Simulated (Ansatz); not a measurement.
ZnO:
```
CELL_PARAMETERS angstrom
      3.23502     0.00000     0.00000
     -1.61751     2.80161     0.00000
      0.00000     0.00000     5.21142
ATOMIC_POSITIONS crystal
  Zn 0.66667 0.33333 0.50033
  Zn 0.33333 0.66667 0.00033
  O  0.66667 0.33333 0.87998
  O  0.33333 0.66667 0.37998
```

Relaxed with r²SCAN.

Task: Tabulate the valence density and the electron localisation function along the shortest Zn–O contact (1.97 Å), DFT-r²SCAN in the program Ansatz with PAW potentials.

Result: 

| distance from Zn (Å) | density (e/Å³) | ELF |
|---|---|---|
| 0.20 | 30.68 | 0.00 |
| 0.30 | 18.36 | 0.00 |
| 0.39 | 9.32 | 0.00 |
| 0.49 | 4.32 | 0.02 |
| 0.59 | 2.04 | 0.05 |
| 0.69 | 1.11 | 0.08 |
| 0.79 | 0.74 | 0.11 |
| 0.89 | 0.60 | 0.14 |
| 0.99 | 0.60 | 0.22 |
| 1.08 | 0.71 | 0.44 |
| 1.18 | 0.96 | 0.68 |
| 1.28 | 1.38 | 0.81 |
| 1.38 | 2.09 | 0.83 |
| 1.48 | 3.15 | 0.80 |
| 1.58 | 4.53 | 0.73 |
| 1.67 | 6.03 | 0.60 |
| 1.77 | 7.36 | 0.43 |

The density is the valence pseudo-density with augmentation charge, so density and ELF within about 1 Å of a nucleus are not all-electron values.

Space group P6_3mc (wurtzite). The r²SCAN relaxation kept the symmetry of its start; of distortions, only those at the zone centre were tested.

Potentials: the earlier of the program's two PAW sets.
